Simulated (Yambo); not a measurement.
HfS$_{2}$ (CdI2 type, space group P-3m1, No. 164), G0W0@PBEsol (Yambo, plasmon pole, terminator in G, 6×6×2 mesh): gap Γ → L in eV by bands and screening block.

```csv
bands (W and G),2 Ry,4 Ry,6 Ry,8 Ry,10 Ry
33,2.31,2.35,2.40,2.41,2.43
54,2.21,___,2.35,2.37,___
84,2.16,2.22,___,2.35,2.38
120,2.15,2.20,2.31,2.34,2.38
157,2.14,2.19,2.31,2.34,2.38
```

Estimate the withheld gaps from their neighbours; the computed values follow.


- 54, 4 Ry: 2.26
- 54, 10 Ry: 2.39
- 84, 6 Ry: 2.33

The largest settings aren't shown to be the converged limit.

Spin-orbit coupling is not included.

Geometry of the Materials Project entry, not relaxed at this level; primitive cell a = b = 3.6397 Å, c = 6.0556 Å, α = β = 90.00°, γ = 120.00°.

The distance between layers or molecules is the database entry's, not relaxed here. Functionals without dispersion can leave it too large, which widens gaps and weakens the response across layers: the numbers belong to this cell.
